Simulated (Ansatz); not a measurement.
Input and command of a plane-wave DFT calculation in Ansatz:

```yaml
crystal:
  lattice:
    - [2.5712452984, 0.0, 0.0]
    - [-1.2856226492, 2.2267637478, 0.0]
    - [0.0, 0.0, 16.8769409379]
  atoms:
    - { symbol: C, position: [0.0, 0.0, 0.0467095115] }
    - { symbol: C, position: [0.0, 0.0, 0.5467095115] }
    - { symbol: C, position: [0.0, 0.0, 0.4532904885] }
    - { symbol: C, position: [0.0, 0.0, 0.9532904885] }
    - { symbol: C, position: [0.3333333333, 0.6666666667, 0.0778732748] }
    - { symbol: C, position: [0.6666666667, 0.3333333333, 0.5778732748] }
    - { symbol: C, position: [0.3333333333, 0.6666666667, 0.4221267252] }
    - { symbol: C, position: [0.6666666667, 0.3333333333, 0.9221267252] }
    - { symbol: C, position: [0.3333333333, 0.6666666667, 0.1712331387] }
    - { symbol: C, position: [0.6666666667, 0.3333333333, 0.6712331387] }
    - { symbol: C, position: [0.3333333333, 0.6666666667, 0.3287668613] }
    - { symbol: C, position: [0.6666666667, 0.3333333333, 0.8287668613] }
    - { symbol: C, position: [0.3333333333, 0.6666666667, 0.7974346664] }
    - { symbol: C, position: [0.6666666667, 0.3333333333, 0.2974346664] }
    - { symbol: C, position: [0.3333333333, 0.6666666667, 0.7025653336] }
    - { symbol: C, position: [0.6666666667, 0.3333333333, 0.2025653336] }
basis:
  ecutwfc: 420
kpoints:
  mp_grid: { grid: [12, 12, 2] }
hamiltonian:
  xc: pbe
scf:
  occupations: { method: gaussian, width: 0.02 }
output:
  forces: true
  stress: true
  eigenvalues: true
relax:
  adjacent_minimum: "off"
  f_tol: 0.01
  max_steps: 30
  cell: { stress_tol: 0.1, fix: [volume] }
```

```bash
ansatz run input.yaml --threads 4 --pin off --max-ram 10240MiB --backend cpu --events-out ev --progress --plain --runs-dir out
```

Processor: Intel(R) Xeon(R) Processor @ 2.50GHz (Skylake/Cascade Lake), 4 threads, on a host shared with other jobs.

Task: How long does it run, and how much memory does it take?

Result: About 50 s on 4 threads of Intel(R) Xeon(R) Processor @ 2.50GHz (Skylake/Cascade Lake), on a shared host, peak memory 0.54 GiB. It solves 48 bands at 38 k points (the mesh reduced by symmetry) with about 1911 plane waves, in 32 SCF iterations over 5 ionic steps.
